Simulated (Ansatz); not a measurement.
LaAlHO$_{2}$ in space group P4/mmm (No. 123; La on 1d, Al on 1a, O on 2f, H on 1b) at seven volumes, r²SCAN in the plane-wave PAW code Ansatz, shape and atoms relaxed at each. One row is withheld.

```
V (Å³/atom)  P (GPa)
-----------  -------
10.099         15.35
10.432          9.47
10.765             ?
11.098          0.00
11.431         -3.91
11.764         -7.28
12.097        -10.18
```

Problem. Fit the shown pressures and predict the withheld one.

Solution. Third-order Birch–Murnaghan: P = (3/2)B₀(x^(7/2) − x^(5/2))[1 + (3/4)(B′ − 4)(x − 1)] with x = (V₀/V)^(2/3). Least squares on the six rows gives V₀ = 11.095 Å³/atom, B₀ = 137.8 GPa, B′ = 3.59. At V = 10.765, x = 1.0203 and P = 4.39 GPa. The run itself gave 4.48 GPa.

The start of the workflow was typed in or built on a structure type; neither database checked (COD, Materials Project) lists it. Whether it is the stable phase at ambient conditions was not checked. Symmetry was held in the r²SCAN relaxation; whether a distortion lowers the energy is not shown. Scalar-relativistic: spin–orbit coupling is off unless named, which matters more the heavier the elements.

Potentials: the earlier of the program's two PAW sets.
